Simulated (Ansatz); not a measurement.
# Li₂La₂Ge₃: Electrostatic potentials at the Ge nuclei

Cell: a measured structure from the Crystallography Open Database (COD) whose atoms were relaxed with PBE, the cell held.

Space group Cmcm (No. 63); a = 4.5311, b = 19.0010, c = 7.0080 Å.

| site | Wyckoff | site symmetry | x | y | z |
| --- | --- | --- | --- | --- | --- |
| Li | 8f | m.. | 0.5000 | 0.6895 | 0.5625 |
| La5 | 4c | m2m | 0.5000 | 0.9485 | 0.2500 |
| La7 | 4c | m2m | 0.5000 | 0.1595 | 0.2500 |
| Ge9 | 8f | m.. | 0.5000 | 0.5613 | 0.0688 |
| Ge13 | 4c | m2m | 0.5000 | 0.7798 | 0.2500 |

One atom of each set is listed; the run and its k-mesh use a cell of 14 atoms with edges of 9.77, 9.77, 7.01 Å.

Level of theory: DFT, PBE, plane waves and PAW, scalar-relativistic, 420 eV cutoff, Γ-centred 8×8×5 k-points, Fermi–Dirac smearing 0.05 eV (Ansatz 0.2.0).

The potential at a nucleus is that of all electrons and the other nuclei. A higher potential binds the core electrons more strongly, so differences between sites of one element are the initial-state part of core-level shifts.

Problem. Rank the Ge sites by the potential at the nucleus, lowest first, and give each against the lowest.
A. Ge9: 2 Ge at 2.52–2.54 Å, 1 Li at 2.60 Å; also 4 La at 3.19–3.20 Å
B. Ge13: 6 Li at 2.68–2.78 Å

Solution. B (0.00 V), A (0.76 V).
